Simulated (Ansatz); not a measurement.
Total density of states per atom from the program Ansatz at the r²SCAN level (PAW), in 0.25 eV bins, energy from the Fermi level:

```json
[
 {"E (eV)": "-7.85", "states/eV/atom": "0.00"},
 {"E (eV)": "-7.60", "states/eV/atom": "0.00"},
 {"E (eV)": "-7.35", "states/eV/atom": "0.00"},
 {"E (eV)": "-7.10", "states/eV/atom": "0.09"},
 {"E (eV)": "-6.85", "states/eV/atom": "0.28"},
 {"E (eV)": "-6.60", "states/eV/atom": "0.74"},
 {"E (eV)": "-6.35", "states/eV/atom": "0.73"},
 {"E (eV)": "-6.10", "states/eV/atom": "0.85"},
 {"E (eV)": "-5.85", "states/eV/atom": "1.02"},
 {"E (eV)": "-5.60", "states/eV/atom": "1.35"},
 {"E (eV)": "-5.35", "states/eV/atom": "1.34"},
 {"E (eV)": "-5.10", "states/eV/atom": "1.18"},
 {"E (eV)": "-4.85", "states/eV/atom": "0.88"},
 {"E (eV)": "-4.60", "states/eV/atom": "1.15"},
 {"E (eV)": "-4.35", "states/eV/atom": "1.61"},
 {"E (eV)": "-4.10", "states/eV/atom": "1.28"},
 {"E (eV)": "-3.85", "states/eV/atom": "0.92"},
 {"E (eV)": "-3.60", "states/eV/atom": "1.60"},
 {"E (eV)": "-3.35", "states/eV/atom": "1.00"},
 {"E (eV)": "-3.10", "states/eV/atom": "0.63"},
 {"E (eV)": "-2.85", "states/eV/atom": "1.14"},
 {"E (eV)": "-2.60", "states/eV/atom": "1.22"},
 {"E (eV)": "-2.35", "states/eV/atom": "1.03"},
 {"E (eV)": "-2.10", "states/eV/atom": "1.18"},
 {"E (eV)": "-1.85", "states/eV/atom": "1.10"},
 {"E (eV)": "-1.60", "states/eV/atom": "0.74"},
 {"E (eV)": "-1.35", "states/eV/atom": "0.53"},
 {"E (eV)": "-1.10", "states/eV/atom": "0.57"},
 {"E (eV)": "-0.85", "states/eV/atom": "0.56"},
 {"E (eV)": "-0.60", "states/eV/atom": "0.35"},
 {"E (eV)": "-0.35", "states/eV/atom": "0.31"},
 {"E (eV)": "-0.10", "states/eV/atom": "0.28"},
 {"E (eV)": "0.15", "states/eV/atom": "0.25"},
 {"E (eV)": "0.40", "states/eV/atom": "0.38"},
 {"E (eV)": "0.65", "states/eV/atom": "0.67"},
 {"E (eV)": "0.90", "states/eV/atom": "0.38"},
 {"E (eV)": "1.15", "states/eV/atom": "0.69"},
 {"E (eV)": "1.40", "states/eV/atom": "0.71"},
 {"E (eV)": "1.65", "states/eV/atom": "0.76"},
 {"E (eV)": "1.90", "states/eV/atom": "0.46"},
 {"E (eV)": "2.15", "states/eV/atom": "0.35"},
 {"E (eV)": "2.40", "states/eV/atom": "0.11"},
 {"E (eV)": "2.65", "states/eV/atom": "0.01"},
 {"E (eV)": "2.90", "states/eV/atom": "0.29"},
 {"E (eV)": "3.15", "states/eV/atom": "0.35"},
 {"E (eV)": "3.40", "states/eV/atom": "0.18"},
 {"E (eV)": "3.65", "states/eV/atom": "0.33"},
 {"E (eV)": "3.90", "states/eV/atom": "0.40"},
 {"E (eV)": "4.15", "states/eV/atom": "0.32"},
 {"E (eV)": "4.40", "states/eV/atom": "0.37"},
 {"E (eV)": "4.65", "states/eV/atom": "0.39"},
 {"E (eV)": "4.90", "states/eV/atom": "0.36"}
]
```

Question: Which of these materials gives this?
A. B6As, R-3m (B on 18h, B on 18h, As on 6c)
B. Te3Pt2, R-3m (Pearson symbol hR10)
C. GaPt3, I4/mcm (Ga on 4b, Pt on 8h, Pt on 4a)
D. La3Te4, I-43d (La on 12a, Te on 16c)

Answer: B, Te3Pt2, R-3m (Pearson symbol hR10). Within 0.5 eV of the Fermi level: Te 5p 65 %, Pt 5d 25 %. Projections are on Löwdin-orthogonalised atomic valence shells; empty p or d shells of many metals are not among them.

The workflow started from a Materials Project entry (that database holds measured and hypothetical structures alike); the Crystallography Open Database files this formula in space group No. 166, but the cells were not matched. Whether it is the stable phase at ambient conditions was not checked. The r²SCAN relaxation kept the symmetry of its start; whether a distortion lowers the energy is not shown. No spin polarisation was allowed. A crystal of weakly bound layers computed without a dispersion correction: the cell and the soft elastic constants depend strongly on that. Spin–orbit coupling is left out wherever it is not named.

Potentials: the earlier of the program's two PAW sets.
